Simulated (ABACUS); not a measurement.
Input and output of a self-consistent single point for CoPtO2 (R-3m, 4 atoms in the cell; from Materials Project mp-19210, changed as shown) (ABACUS).

Method: PBEsol, PseudoDojo 0.4 standard norm-conserving PBEsol (tails mended) pseudopotentials (plane waves; ABACUS).

The change in words: volume scaled by 1.02. Reference geometry (R-3m):
```xyz
4
Lattice="1.4123 0.8154 5.9394 -1.4123 0.8154 5.9394 0.0000 -1.6307 5.9394" Properties=species:S:1:pos:R:3 pbc="T T T"
Co     0.0000     0.0000     8.9091
Pt     0.0000     0.0000     0.0000
O      0.0000     0.0000    15.8182
O      0.0000     0.0000     1.9999
```

Reference input (self-consistent single point, DFT, PBEsol, plane waves, PseudoDojo 0.4 standard norm-conserving PBEsol (tails mended) pseudopotentials): KPT = Gamma 6 6 6 0 0 0; basis_type = pw; dft_functional = PBESOL; ecutwfc = 96 Ry; smearing_method = fd; smearing_sigma = 0.00734986 Ry; potentials = PseudoDojo 0.4 standard norm-conserving PBEsol (tails mended); symmetry = 1; ks_solver = cg; scf_nmax = 100; scf_thr = 1.0e-09 Ry; mixing_type = broyden. This run's input differs from it in these lines:

```diff
@@ -25,8 +25,8 @@
 LATTICE_CONSTANT
-11.639194
+11.71628
 
 LATTICE_VECTORS
-   0.2292945297    0.1323831830    0.9643125157
-  -0.2292945297    0.1323831830    0.9643125157
-   0.0000000000   -0.2647665283    0.9643125157
+   0.2292944623    0.1323831515    0.9643126149
+  -0.2292944623    0.1323831515    0.9643126149
+   0.0000000000   -0.2647664643    0.9643126149
 
@@ -38,3 +38,3 @@
 1
-   0.0000000000   -0.0000009449   16.8357306710 1 1 1
+   0.0000000000   -0.0000009449   16.9472349059 1 1 1
 
@@ -48,4 +48,4 @@
 2
-   0.0000000000   -0.0000016776   29.8921428495 1 1 1
-   0.0000000000   -0.0000002121    3.7793184925 1 1 1
+  -0.0000000000   -0.0000016776   30.0901206256 1 1 1
+   0.0000000000   -0.0000002121    3.8043491861 1 1 1
 # file: KPT
```

The program printed (abridged):

```
 SELF-CONSISTENT
 -------------------------------------------

                                 init_chg = atomic

 PW ALGORITHM --------------- ION=   1  ELEC=   1--------------------------------

 Density error is 10.215730073
                          Error Threshold = 0.01
 E_KohnSham     -626.4613570160      -8523.4440322300
 E_Fermi        1.1807808219         16.0653472667

 PW ALGORITHM --------------- ION=   1  ELEC=   2--------------------------------

 Density error is 79.0371517705
                          Error Threshold = 0.01
 E_KohnSham     -629.9219246568      -8570.5274704585
   [... lines left out ...]

 Density error is 1.46108989779e-08
                          Error Threshold = 3.6356907512e-11
 E_KohnSham     -632.6488859742      -8607.6296826010
 E_Fermi        1.1819515484         16.0812758187

 PW ALGORITHM --------------- ION=   1  ELEC=  27--------------------------------

 Density error is 1.619786253e-10
                          Error Threshold = 3.10870191019e-11
 E_KohnSham     -632.6488859759      -8607.6296826246
 E_KS(sigma->0) -632.6478775355      -8607.6159620893
 E_entropy(-TS) -0.0020168808        -0.0274410705
 E_Fermi        1.1819620063         16.0814181053
 charge density convergence is achieved
 final etot is -8607.6296826 eV
 EFERMI = 16.081418105 eV

 STATE ENERGY(eV) AND OCCUPATIONS    NSPIN == 1
   [... 31 lines left out ...]

 TOTAL-FORCE (eV/Angstrom)
                       Co1         0.0000000000         0.0000000000         0.0000000000
                       Pt1         0.0000000000         0.0000000000         0.0000000000
                        O1         0.0000000000         0.0000000000        -0.0372334327
                        O2         0.0000000000         0.0000000000         0.0372334327

 TOTAL-STRESS (KBAR)
       -95.2246216457         0.0000000000         0.0000000000
        -0.0000000000       -95.2246421690        -0.0000053094
         0.0000000000        -0.0000053094      -123.2205193736
 TOTAL-PRESSURE: -104.556594 KBAR

 --------------------------------------------
 !FINAL_ETOT_IS -8607.6296826245634293 eV
 --------------------------------------------
```

The run converged in 27 iterations. Against the reference run the free energy rises by 10.4 meV/atom, the pressure goes from -5.76 to -10.46 GPa and the largest force goes from 0.001 to 0.037 eV/Å.

The run has no spin polarisation, so moments on Co cannot form. No Hubbard term acts on the open shells, so the gap and the state can differ from those of the real compound. The structure comes from a collection of computed structures, made at another level of theory; the collection holds predicted forms beside known ones. No clean gap shows at this smearing width and mesh (spacing up to 0.43 Å⁻¹); the mesh is coarse for partly filled bands, so the values carry mesh errors.

Cost on one core: very roughly 14 core-minutes.

“Tails mended”: in these copies of the files the far tail of each local potential was reset to the Coulomb form.
